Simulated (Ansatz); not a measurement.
Sc₃InB (anti-perovskite, space group No. 221), plane-wave PAW PBEsol (Ansatz code), all energies at zero smearing, with the estimated change up to a 700 eV cutoff added, with one set of potentials and settings (totals compare only within such a set). Cell of 5 atoms (1 B, 1 In, 3 Sc): -12014.288 eV.

```
element                reference phase  E (eV/atom)
-------  -----------------------------  -----------
B           R-3m, 12 atoms in the cell    -152.6698
In         I4/mmm, 1 atoms in the cell   -5525.4106
Sc       P6_3/mmc, 2 atoms in the cell   -2111.3699
```

Formation energy per atom, worked out: (-12014.288 − 1×(-152.6698) − 1×(-5525.4106) − 3×(-2111.3699))/5 = -0.420 eV/atom (-40 kJ per mol of atoms), at 0 K, without zero-point energy or fitted corrections.

Space group Pm-3m (anti-perovskite). The workflow started from an entry of the Crystallography Open Database (COD). Whether it is the stable phase at ambient conditions was not checked. Symmetry was held in the PBEsol relaxation; of distortions, only those at the zone centre were tested. The run is not spin-polarised. The references are the lowest solids computed at this level, not always the standard phases.

Potentials: the later of the program's two PAW sets.
